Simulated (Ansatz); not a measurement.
# 4 guesses for LuPd₂O₂ and where they end

These are results of Ansatz 0.2.0, DFT PBE, scalar-relativistic, plane waves, PAW, not measurements. Settings: cutoff 420 eV, Γ-centred meshes spaced at most about 0.3 Å⁻¹, and about 0.25 Å⁻¹ or finer for metals (2π included), Gaussian smearing. Collinear spin in cells that started with moments and kept them past the coarse steps, no spin elsewhere.

Each guess was relaxed in cell and atoms at zero pressure, within the symmetry of its start. Temperature and zero-point effects are left out. Coordination counts O atoms around Lu and Pd (those within 1.25 times the shortest such distance or 1.15 times the sum of covalent radii; a plus sign parts nearer from farther groups; the shortest distance is added where it is long for a bond).

```
guess      made from  start group  V start (Å³/atom)  end group  V end (Å³/atom)  coordination at the end  gap on mesh (eV)  largest moment (μB)  E over the lowest end (meV/atom)
    1  Ho2GaNi2 type         Immm               14.5       Immm             14.5  Lu 4, Pd 4+2 from 2.5 Å                 0                  0.4                               478
    2    random cell       I4/mmm               16.4     I4/mmm             15.4    Lu 4, Pd 4 from 2.5 Å                 0                    -                               410
    3   Li2CeP2 type        P-3m1               15.2      P-3m1             14.6    Lu 6, Pd 3 from 2.6 Å                 0                  0.5                                 0
    4    random cell       P4/mmm               17.0          ?                ?                        ?                 ?                    ?                                 ?
```

Guess 4 as it starts:

```xyz
5
Lattice="3.2819 0.0000 0.0000 0.0000 3.2819 0.0000 0.0000 0.0000 7.9084" Properties=species:S:1:pos:R:3 pbc="T T T"
Lu    0.0000    0.0000    3.9542
Pd    1.6410    1.6410    1.4761
Pd    1.6410    1.6410    6.4322
O     1.6410    1.6410    0.0000
O     1.6410    1.6410    3.9542
```

Problem. Fill in the missing row: what does this guess relax into, and where does it rank?

Solution. It ends in space group P4/mmm (No. 123), with a = 3.172 Å, c = 8.177 Å, 16.5 Å³/atom and no gap, with moments up to 0.4 μB. It lies 0.39 eV/atom over the lowest end, above guess 3 and below guess 2. Counting O atoms around Lu and Pd, this end has Lu 4, Pd 1+1 and the lowest (guess 3) has Lu 6, Pd 3 from 2.6 Å.

```
Lu Pd O
1.0
     3.17167    0.00000    0.00000
     0.00000    3.17167    0.00000
     0.00000    0.00000    8.17681
Lu Pd O
1 2 2
Cartesian
  0.0000 0.0000 4.0884
  1.5858 1.5858 1.8798
  1.5858 1.5858 6.2970
  1.5858 1.5858 0.0000
  1.5858 1.5858 4.0884
```

Formation energies are uncorrected and refer to the elements' standard structures at the same level (O₂ as a molecule).

Problem. Is the lowest end bound against the elements?

Solution. Yes: its formation energy is −1.36 eV/atom. Whether it is stable depends on the other phases of the system, which aren't compared here.

In I4/mmm an odd number of electrons in the primitive cell allows no gap without spin; a larger cell or a magnetic state could open one. The magnetic state reached may not be the lowest. Cells relaxed within their symmetry can be saddle points. A lower structure may well exist outside this small set. Some structure types and database cells were kept out of the candidates from the start, so a known form may be missing.
